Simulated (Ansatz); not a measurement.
Consider the following.

LiF (rock salt) is sheared across one {100} plane: the third cell vector gains the shift, so faults repeat every 6.0 Å. The cut lies between planes 2.00 Å apart; the cell height is held.

```xyz
6
Lattice="2.8215 0.0000 0.0000 0.0000 2.8215 0.0000 1.4107 1.4107 5.9853" Properties=species:S:1:pos:R:3 pbc="T T T"
F      1.1756     1.1756     4.9877
F      1.1756     1.1756     0.9975
F      2.5864     2.5864     2.9926
Li     2.5864     2.5864     4.9877
Li     2.5864     2.5864     0.9975
Li     1.1756     1.1756     2.9926
```

In-plane vectors a = (2.821, 0.000) Å, b = (0.000, 2.821) Å, area 7.96 Å². The shift is s times the vector a (length 2.821 Å), so s = 1 restores the start. The shift is rigid: no atom relaxes. γ = [E(shift) − E(0)] / area.

Computed with r2SCAN (plane waves to 500 eV, PAW, scalar-relativistic; Ansatz, a first-principles code). k mesh 10×10×10 (Γ-centred), Fermi-Dirac smearing 0.05 eV. Energies are extrapolated to zero smearing. Faults lie only 6.0 Å apart, and holding the cell height and the atoms raises γ above its relaxed value. LiF was relaxed with its symmetry unable to fall. γ is measured from zero shift.

The scan covers s from 0.000 to 0.917 in 12 points.

**Question.** Does γ have a local minimum between the ends of the line, and at which s?

**Answer.** No computed point is one.

**Question.** At which s is γ highest?

**Answer.** s = 0.500.

**Question.** What is the highest γ among twelve even steps of s?

**Answer.** 1473 mJ/m².

(The slope of γ gives the shear force per area between the displaced halves; near zero shift its curvature is an elastic stiffness.)
